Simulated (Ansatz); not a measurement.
Ba2RuN2 (I4/mmm) from a database structure, relaxed with r2SCAN. It is tetragonal, I4/mmm (No. 139); a = 4.167 Å, c = 13.076 Å in the conventional setting, 22.71 Å³ an atom. Around Ba lie 5 N at 2.92–2.95 Å; around Ru lie 2 N at 1.81 Å; around N lie 1 Ru at 1.81 Å and 5 Ba at 2.92–2.95 Å.

```
Ba Ru N
1.0
    -2.08369    2.08369    6.53783
     2.08369   -2.08369    6.53783
     2.08369    2.08369   -6.53783
Ba Ru N
2 1 2
Direct
  0.13872 0.13872 0.00000
  0.86128 0.86128 0.00000
  0.50000 0.50000 0.00000
  0.63828 0.63828 0.00000
  0.36172 0.36172 0.00000
```

The questions ask for values computed with Ansatz 0.2.0 on this geometry. (Simulation; spin polarisation is off.)

Given (8×8×8 mesh): With PBE the bands overlap by 0.02 eV (counted from 1, band 23 peaks at P and band 24 bottoms out at X–R (0.60 of the way from X)): no gap.

Q: Estimate the gap with LDA on 8×8×8.

A: LDA gives a gap of zero: filled and empty bands touch at P.

Q: What does HSE06 give for the gap (6×6×6 mesh)?

A: The HSE06 gap is indirect, 0.29 eV (P to X), below the direct gap of 0.31 eV at X. Least and direct gap differ so little that the kind isn't settled.

Q: How does the gap change from PBE to PBE0 (6×6×6)?

A: PBE0 gives an indirect gap of 0.83 eV, from P to X; the least direct gap is 0.85 eV at X.

Spin-orbit coupling is left out.

Where an edge lies off the special points, it is a point of the mesh or the k point where a search put PBE's edge or least direct gap, reused for the other functionals, whose own edges may lie a little apart; PBE's own value is read along its path and can be a few hundredths of an eV high.

Gaps or overlaps of about a tenth of an eV are at the limit of these meshes: between the points read a gap can be smaller or closed.

Gaps under 0.1 eV (r2SCAN) can't be told from a closed one: the bands may be in normal order or already inverted, which a gap's size doesn't show.
